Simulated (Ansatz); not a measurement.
An Ansatz (a first-principles code) input:

Ansatz 0.2 input:
```yaml
crystal:
  lattice:
    - [0.0, 2.1097333872, 2.1097333872]
    - [2.1097333872, 0.0, 2.1097333872]
    - [2.1097333872, 2.1097333872, 0.0]
  atoms:
    - { symbol: Ga, position: [0.0, 0.0, 0.0] }
    - { symbol: N, position: [0.5, 0.5, 0.5] }
kpoints:
  mp_grid: { grid: [8, 8, 8] }
hamiltonian:
  xc: hse06
  pseudopotentials: { kind: paw }
scf:
  n_extra_bands: 6
  occupations: { method: fixed }
output:
  eigenvalues: true
  eigenstates:
    e_range: [-9.0, 8.8]
    kpoints:
      - [0.0, 0.174479, -0.177083]  # VBM
      - [0.0, 0.5, 0.5]  # CBM
      - [0.0, 0.0, 0.0]  # GAMMA
      - [0.5, 0.0, 0.5]  # X
      - [0.5, 0.5, 0.5]  # L
      - [0.5, 0.25, 0.75]  # W
      - [0.375, 0.375, 0.75]  # K
      - [0.625, 0.25, 0.625]  # U
```

Problem. How many symmetry operations and irreducible k-points will the run report?

Solution. 48 operations, 29 of 512 k-points.

Problem. With a cutoff of 420 eV, how many plane waves at Γ?

Solution. 339.

It took roughly 50 core-seconds on shared server cores.

The points marked VBM and CBM come from a semilocal run.

Space group Fm-3m (rock salt). This is a known high-pressure phase of the composition, computed here at zero pressure and temperature. The PBEsol relaxation kept the symmetry of its start; whether a distortion lowers the energy is not shown.

Potentials: the later of the program's two PAW sets.

Ansatz is a plane-wave DFT program.
